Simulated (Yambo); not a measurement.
RPA spectrum of ScTaPb$_{2}$O$_{6}$ (space group Fm-3m, No. 225) on LDA bands in Yambo (4×4×4 mesh, 124 bands, 3 Ry local-field block, 0.2 eV broadening; field along x). CGrdSpXd merges neighbouring transition energies to save time; the report line [X-CG] gives the poles kept by one of the 4 MPI tasks, and where the merging fails may depend on that split.

```tsv
CGrdSpXd asked (%)	share reached (%)	poles used (one task)	static ε	largest change of Im ε (% of its maximum)	rough time
100	100	3720	7.05	0.0	1
70	69	2603	7.05	0.1	within a factor of two
30	29	1104	7.06	0.6	about 1/2
15	3	125	7.33	65	about 1/4
5	3	125	7.33	65	about 1/4
```

All runs end normally. In the runs at 15 %, 5 % few poles are left or the spectrum changes by over a quarter of its peak, and no warning says so. Times are rough ratios from shared machines. The k mesh wasn't tested; the rows compare only with each other.

Spin-orbit coupling is not included.

Geometry of the Materials Project entry, not relaxed at this level; primitive cell a = b = c = 5.8057 Å, α = β = γ = 60.00°.

The structure is a Materials Project entry; no match was found in the copy of COD used, and its stability was not checked.
